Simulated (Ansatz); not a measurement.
# Data sheet: Y3Si5 (DFT)

Y₃Si₅:
```cif
data_Si5Y3
_chemical_formula_sum 'Y3 Si5'
_space_group_name_H-M_alt 'P-62m'
_space_group_IT_number 189
_space_group_name_Hall 'P -6 -2'
_cell_length_a 6.58399
_cell_length_b 6.58399
_cell_length_c 4.19429
_cell_angle_alpha 90.000
_cell_angle_beta 90.000
_cell_angle_gamma 120.000
loop_
_atom_site_label
_atom_site_type_symbol
_atom_site_symmetry_multiplicity
_atom_site_Wyckoff_symbol
_atom_site_fract_x
_atom_site_fract_y
_atom_site_fract_z
_atom_site_occupancy
Y1 Y 3 f 0.00000 0.64742 0.00000 1
Si1 Si 2 d 0.33333 0.66667 0.50000 1
Si2 Si 3 g 0.73166 0.73166 0.50000 1
```

Space group P-62m (No. 189); conventional cell a = b = 6.5840 Å, c = 4.1943 Å, α = β = 90.00°, γ = 120.00°.

Method: the program Ansatz at the PBE level (PAW). Structure relaxed to zero pressure with the same functional. Other levels are named where they apply.

### Cell and energy

```json
{
 "volume_per_atom": "19.68 Å³",
 "density": "4.29 g/cm³",
 "Formation energy from the elements (no fitted shifts)": "-0.69 eV/atom"
}
```

### Electronic structure

```json
{
 "electronic_character": "metallic (no gap)",
 "Density of states at the Fermi level": "0.37 states/eV per atom (mean over ±0.08 eV)",
 "Gap with spin–orbit coupling": "none (metallic)"
}
```

### Mechanics

```json
{
  "Bulk modulus (Birch–Murnaghan fit)": "77.3 GPa",
  "Pressure derivative B′": "5.0"
}
```

The start of the workflow was typed in or built on a structure type; neither database checked (COD, Materials Project) lists it. Its standing as an ambient phase is unchecked. Symmetry was held in the PBE relaxation; its stability against distortions is not shown here. The run is not spin-polarised. The references are the lowest solids computed at this level, not always the standard phases. Scalar-relativistic: spin–orbit coupling is off unless named, which matters more the heavier the elements.

Potentials: the earlier of the program's two PAW sets.
